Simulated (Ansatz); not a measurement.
A plane-wave DFT run in Ansatz 0.2.0 (scalar-relativistic PAW potentials unless the input names others): input and command.

```yaml
crystal:
  lattice:
    - [3.0950015819, 2.9e-09, 0.0]
    - [-1.5475007935, 2.6803499933, 0.0]
    - [0.0, 0.0, 15.1865709587]
  atoms:
    - { symbol: Si, position: [0.3333333333, 0.6666666667, 0.8329927008] }
    - { symbol: Si, position: [0.6666666667, 0.3333333333, 0.3329927008] }
    - { symbol: Si, position: [0.6666666667, 0.3333333333, 0.66650124] }
    - { symbol: Si, position: [0.3333333333, 0.6666666667, 0.16650124] }
    - { symbol: Si, position: [0.0, 0.0, 0.4997230252] }
    - { symbol: Si, position: [0.0, 0.0, 0.9997230252] }
    - { symbol: C, position: [0.0, 0.0, 0.8743713553] }
    - { symbol: C, position: [0.0, 0.0, 0.3743713553] }
    - { symbol: C, position: [0.3333333333, 0.6666666667, 0.707999194] }
    - { symbol: C, position: [0.6666666667, 0.3333333333, 0.207999194] }
    - { symbol: C, position: [0.6666666667, 0.3333333333, 0.5415134847] }
    - { symbol: C, position: [0.3333333333, 0.6666666667, 0.0415134847] }
basis:
  ecutwfc: 420
  ecutrho_ratio: 0
kpoints:
  mp_grid: { grid: [12, 12, 2] }
hamiltonian:
  xc: pbe
scf:
  occupations: { method: gaussian, width: 0.02 }
  max_iter: 100
output:
  forces: true
  eigenvalues: true
  stress: true
```

```bash
ansatz run input.yaml --threads 8 --pin off --max-ram 20480MiB --backend cpu --events-out ev --progress --plain --runs-dir out
```

Task: Will this input run?

Result: The program refuses it, because of a density cutoff too low for products of the waves, which reach up to 4 times the waves' cutoff (basis.ecutrho_ratio: not typed → 0). Without that key it is accepted.

Abridged log:
```
Error: invalid value for `basis.ecutrho_ratio`: must be in [1, 1024]; got 0
```